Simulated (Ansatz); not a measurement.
According to the program Ansatz at the r²SCAN level (PAW), La in the dhcp (α-La type) structure (P6_3/mmc) relaxes to a = 3.776 Å, c = 12.066 Å.

Electronic character: metallic (no gap). Gap from r²SCAN with spin–orbit coupling: none (metallic).

An equation-of-state fit gives a bulk modulus of 23.0 GPa. The relaxed-ion elastic constants in GPa are C11 = 42.9, C12 = 17.7, C13 = 9.7, C33 = 49.0, C44 = 12.3. The elastic constants imply a Debye temperature near 147 K. The highest mode at Γ lies at 68 cm⁻¹.

The cell was relaxed with r²SCAN under the symmetry of its start; of distortions, only those at the zone centre were tested. As this level gives no gap, shear constants depend on the k-mesh and smearing (Fermi–Dirac, 0.1 eV here). As this level gives no gap, phonon frequencies hold no LO–TO term and depend on the k-mesh and smearing (Fermi–Dirac, 0.1 eV here). Axis ratios of metals converge slowly with the k-mesh, so a and c are less sure than the volume. Scalar-relativistic: spin–orbit coupling is off unless named, which matters more the heavier the elements.

Potentials: the later of the program's two PAW sets.
